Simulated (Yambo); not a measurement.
How GW settings move the gap: Mg₂RuH₆

G0W0@PBEsol for Mg₂RuH₆ (space group Fm-3m, No. 225) in Yambo. Reference settings: 4×4×4 Γ-centred k mesh, bands 13 to 169 and a 10 Ry block in the screening, 169 bands in G with the Bruneval-Gonze terminator, plasmon pole fitted at 27.2 eV. The PBEsol gap W → X on this mesh is 3.00 eV; G0W0 gaps are taken between the same points.

```
change from the reference     G0W0 gap W → X (eV)  shift of the valence edge (eV)
----------------------------  -------------------  ------------------------------
reference settings                           4.22                           -0.42
109 bands in G                               4.23                           -0.41
4 Ry block                                   4.17                           -0.30
1 Ry block                                   4.38                           -0.17
65 bands in G, no terminator                 4.20                            0.16
```

The reference isn't shown to be the converged limit.

Spin-orbit splittings are left out.

Geometry of the Materials Project entry, not relaxed at this level; primitive cell a = 4.663 Å, b = 4.663 Å, c = 4.663 Å, α = 60.00°, β = 60.00°, γ = 60.00°.

The structure is a Materials Project entry; no match was found in the copy of COD used, and its stability was not checked.

A shift is the quasiparticle energy of the state minus its PBEsol energy.
